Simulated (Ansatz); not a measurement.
# KBr: the functional and the phonons

KBr in the rock-salt structure, in a typed cell, not relaxed.

```
K Br
1.0
     0.00000    3.35000    3.35000
     3.35000    0.00000    3.35000
     3.35000    3.35000    0.00000
K Br
1 1
Cartesian
  0.0000 0.0000 0.0000
  3.3500 3.3500 3.3500
```

Computed with Ansatz (plane-wave DFT, scalar-relativistic): PBE; all-electron PAW datasets (no frozen core) at 270 eV; k mesh 6×6×6; fixed occupations; no spin. Harmonic phonons by linear response, frequencies in cm⁻¹, imaginary ones marked i; at Γ the three translations are left out and no LO–TO term is added.

Caveats: coarse k mesh.

At 37.60 Å³ an atom it gives top Γ mode (cm⁻¹) 101; lowest mode at X = [0.5, 0, 0.5] (cm⁻¹) 42; top mode at X = [0.5, 0, 0.5] (cm⁻¹) 112.

Q: Repeat with r2SCAN in the same cell, on the same kind of potentials and mesh (r2SCAN by finite displacements). What changes?

A: 
```json
{"functional": "r2SCAN in the same cell", "cutoff (eV)": "270", "volume (Å³/atom)": "37.60", "top Γ mode (cm⁻¹)": "105", "lowest mode at X = [0.5, 0, 0.5] (cm⁻¹)": "43", "top mode at X = [0.5, 0, 0.5] (cm⁻¹)": "114"}
```
